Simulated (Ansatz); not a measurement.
## Electric field gradients in Ti$_{2}$C

The calculation used DFT LDA, scalar-relativistic, plane waves, PAW (Ansatz). Plane waves to 420 eV; Γ-centred k mesh 18×18×18; Fermi-Dirac smearing of 0.15 eV. No spin polarisation.

The cell, relaxed at this level:
```xyz
3
Lattice="1.5139 0.8740 4.7323 -1.5139 0.8740 4.7323 0.0000 -1.7481 4.7323" Properties=species:S:1:pos:R:3 pbc="T T T"
Ti    0.0000    0.0000    3.4950
Ti    0.0000    0.0000   10.7020
C     0.0000    0.0000    7.0985
```

In a metal these results depend on the k mesh and the smearing.

Question: Give V_zz (10²¹ V/m²) and the asymmetry η at each distinct site.

Answer:
```json
{"atom": "Ti (atom 1)", "V_zz": "0.899", "η": "0.00"}
{"atom": "C (atom 3)", "V_zz": "0.622", "η": "0.00"}
```

Whether Ti2C exists in this form wasn't checked.

Cost: 1 run of about 0.25 core-minutes, on Arm Neoverse V2 (shared hosts).